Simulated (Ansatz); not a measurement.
ZrSe₂:
```
ZrSe2
1.0
    3.80067     0.00000     0.00000
   -1.90034     3.29148     0.00000
    0.00000     0.00000     6.89004
Zr Se
1 2
Direct
  0.00000   0.00000   0.00000
  0.66667   0.33333   0.77042
  0.33333   0.66667   0.22958
```

Relaxed with PBE. Special points in fractions of this cell's reciprocal vectors: Γ (0.000, 0.000, 0.000); M (0.500, 0.000, 0.000); K (0.333, 0.333, 0.000); A (0.000, 0.000, 0.500); L (0.500, 0.000, 0.500); H (0.333, 0.333, 0.500).

**Question.** List the band energies nearest the valence-band maximum at these points for DFT-PBE in the program Ansatz with PAW potentials.

**Answer.** In eV from the valence-band maximum; about four levels below and three above (degenerate sets whole), none deeper than 8.9 eV; points with the same levels are listed once.

```csv
k,below,above
Γ,-2.51 -2.51 -0.51 0.00 0.00,1.11 1.11 1.55
M,-2.54 -2.41 -1.76 -1.12,0.55 2.57 2.93
K,-3.40 -3.40 -2.17 -2.17 -1.86,1.82 2.52 2.52
A,-2.49 -2.49 -1.66 -0.05 -0.05,1.11 1.11 1.88
L,-2.51 -2.46 -1.24 -1.02,0.41 2.57 2.91
H,-3.34 -2.08 -2.05 -2.05,1.85 2.30 2.30
```

Space group P-3m1 (CdI2 type). The cell was relaxed with PBE under the symmetry of its start. No spin polarisation was allowed. A crystal of weakly bound layers computed without a dispersion correction: the cell and the soft elastic constants depend strongly on that. Scalar-relativistic: spin–orbit coupling is off unless named, which matters more the heavier the elements.

Potentials: the earlier of the program's two PAW sets.
